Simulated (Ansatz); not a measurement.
HfBrN:
```
CELL_PARAMETERS angstrom
      1.80337     1.04118     9.89175
     -1.80337     1.04118     9.89175
      0.00000    -2.08235     9.89175
ATOMIC_POSITIONS crystal
  Hf 0.21011 0.21011 0.21011
  Hf 0.78989 0.78989 0.78989
  Br 0.38997 0.38997 0.38997
  Br 0.61003 0.61003 0.61003
  N  0.13767 0.13767 0.13767
  N  0.86233 0.86233 0.86233
```

Relaxed with r²SCAN+D4.

Map the valence electron density (e/Å³), cut off at 1 on the plane through (0.210, 0.210, 0.210) spanned by u = [1, 0, 0] and v = [-1, 1, 1] in lattice vectors, from r²SCAN+D4 in the plane-wave PAW code Ansatz.

x is the fraction of u, y of v (the angle between them is 35°; rows are the nearest grid lines); atoms in the plane: Hf at (0.00, 0.00), Hf at (0.16, 0.58), Br at (0.36, 0.18), Br at (0.80, 0.40), N at (0.86, 0.93), N at (0.30, 0.65).
```
y \ x   0.000  0.100  0.175  0.275  0.375  0.450  0.550  0.625  0.725  0.825  0.900   1.00
------  -----  -----  -----  -----  -----  -----  -----  -----  -----  -----  -----  -----
1.00     1.00  0.608  0.072  0.030  0.031  0.201  0.356  0.126  0.770   1.00  0.801   1.00
0.925    1.00   1.00  0.196  0.075  0.023  0.015  0.067  0.072  0.109   1.00   1.00   1.00
0.850   0.578  0.879  0.644  0.074  0.051  0.018  0.009  0.022  0.036  0.244   1.00  0.578
0.775   0.718  0.258  0.974  0.296  0.046  0.032  0.009  0.008  0.034  0.057  0.173  0.718
0.700    1.00   1.00  0.587   1.00  0.180  0.038  0.033  0.015  0.016  0.064  0.081   1.00
0.625   0.170   1.00   1.00   1.00   1.00  0.157  0.118  0.140  0.026  0.027  0.066  0.170
0.550   0.059   1.00   1.00   1.00   1.00  0.690  0.154  0.560  0.436  0.030  0.022  0.059
0.450   0.020  0.088  0.201   1.00  0.138  0.162  0.129  0.243  0.893   1.00  0.096  0.020
0.375   0.033  0.101  0.342  0.248  0.130  0.060  0.057  0.070  0.658  0.188  0.975  0.033
0.300   0.199  0.043  0.424   1.00  0.216  0.064  0.035  0.039  0.097  0.899   1.00  0.199
0.225   0.341  0.031  0.094   1.00   1.00  0.247  0.052  0.044  0.067  0.165  0.424  0.341
0.150   0.163  0.050  0.017  0.358  0.299   1.00  0.125  0.120  0.097  0.543  0.807  0.163
0.0750   1.00  0.064  0.030  0.025  0.568   1.00  0.371  0.158  0.549  0.276   1.00   1.00
0.000    1.00  0.608  0.072  0.030  0.031  0.201  0.356  0.126  0.770   1.00  0.801   1.00
```

The density is the valence pseudo-density with augmentation charge, so density and ELF within about 1 Å of a nucleus are not all-electron values.

Space group R-3m. The workflow started from a Materials Project entry (that database holds measured and hypothetical structures alike); the Crystallography Open Database copy checked does not list it. COD files the formula under space group No. 59, so this cell is another polymorph or a model. Its standing as an ambient phase is unchecked. Symmetry was held in the r²SCAN+D4 relaxation; its stability against distortions is not shown here. No spin polarisation was allowed. Spin–orbit coupling is left out wherever it is not named.

Potentials: the later of the program's two PAW sets.
